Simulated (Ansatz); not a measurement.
# ZrRh: computed property card

ZrRh:
```
ZrRh
1.0
    3.25393     0.00000     0.00000
    0.00000     3.25393     0.00000
    0.00000     0.00000     3.25393
Rh Zr
1 1
Cartesian
  0.00000   0.00000   0.00000
  1.62697   1.62697   1.62697
```

Space group Pm-3m (No. 221), CsCl type; conventional cell a = b = c = 3.254 Å, α = β = γ = 90.00°.

Method: PBEsol in the plane-wave PAW code Ansatz. Geometry: relaxed at this level of theory. Other levels are named where they apply.

Cell and energy:

```
Item                                                           Value
-----------------------------------------------------  -------------
Volume per atom                                             17.23 Å³
Density                                                   9.36 g/cm³
Formation energy from the elements (no fitted shifts)  -0.75 eV/atom
```

Electronic structure:

```
Property                                                                     Value
------------------------------------  --------------------------------------------
Electronic character                                             metallic (no gap)
Density of states at the Fermi level  0.98 states/eV per atom (mean over ±0.08 eV)
Gap with spin–orbit coupling                                       none (metallic)
```

Mechanics:

```
Item                                                                          Result
--------------------------------------------  --------------------------------------
Bulk modulus (Birch–Murnaghan fit)                                           182 GPa
Pressure derivative B′                                                           4.3
Elastic constants (relaxed ions, GPa)               C11 = 195, C12 = 173, C44 = 45.7
Mechanical stability                          stable (all eigenvalues of C positive)
Hill bulk and shear moduli                                          180 and 25.9 GPa
Young's modulus                                                             74.2 GPa
Poisson's ratio                                                                 0.43
Debye temperature from the elastic constants                                   218 K
```

Charges:

```
Quantity                     Result
-------------  --------------------
Bader charges  Rh -1.42, Zr +1.42 e
```

The workflow started from an entry of the Crystallography Open Database (COD), which files this formula under 2 space groups. Whether it is the stable phase at ambient conditions was not checked. The cell was relaxed with PBEsol under the symmetry of its start; its stability against distortions is not shown here. No spin polarisation was allowed. As this level gives no gap, shear constants depend on the k-mesh and smearing (Fermi–Dirac, 0.1 eV here). The references are the lowest solids computed at this level, not always the standard phases. Spin–orbit coupling is left out wherever it is not named.

Potentials: the later of the program's two PAW sets.
